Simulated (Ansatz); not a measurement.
Relaxing a structure of BePd

The start is a generated cell, BePd built in the AFLOW prototype AB_oP8_57_d_d (as in TlF). The structure is fully relaxed (lattice and positions, P = 0) with PBE (plane waves to 420 eV, PAW, scalar-relativistic; Ansatz, a program for electronic structure). The first steps use a coarse 7×7×8 k-mesh.

Initial structure:
```
BePd
1.0
    4.93863     0.00000     0.00000
    0.00000     4.44687     0.00000
    0.00000     0.00000     4.19928
Be Pd
4 4
Cartesian
  1.25935   2.26613   1.04982
  1.25935   4.40418   3.14946
  3.67928   0.04269   1.04982
  3.67928   2.18075   3.14946
  4.24377   2.50270   1.04982
  4.24377   4.16761   3.14946
  0.69487   0.27926   1.04982
  0.69487   1.94417   3.14946
```

How large is the pressure on the unrelaxed cell, and of which sign?

+44.9 GPa (positive: the cell is compressed).

Does the structure survive the relaxation? Give the final space group.

The space group goes from Pbcm (No. 57) to P4/nmm (No. 129); the end is AFLOW prototype AB_tP4_129_c_c (B11, as in TiCu), with 4 atoms in the primitive cell.

How does the volume change?

+1.2 %, from 11.53 to 11.66 Å³/atom.

How do the shortest distances between atoms change?

The closest pairs of elements (up to four, under 3.6 Å), start → end: Be–Pd 1.97 → 2.35 Å; Be–Be 3.00 → 2.37 Å; Pd–Pd 2.58 → 2.88 Å.

What band gap does the relaxed structure have at this level?

No gap (metallic).

Final values are on a 16×16×8 k-mesh of the relaxed cell. No spin polarisation in the result.

The run could not lose the symmetry of its start: the end is stationary, and may be a saddle point rather than a minimum.

The relaxed structure here is a generated cell of BePd: the first start was made by placing the elements on the sites of a structure type, and the end was not matched to a known phase here, so it may be hypothetical.
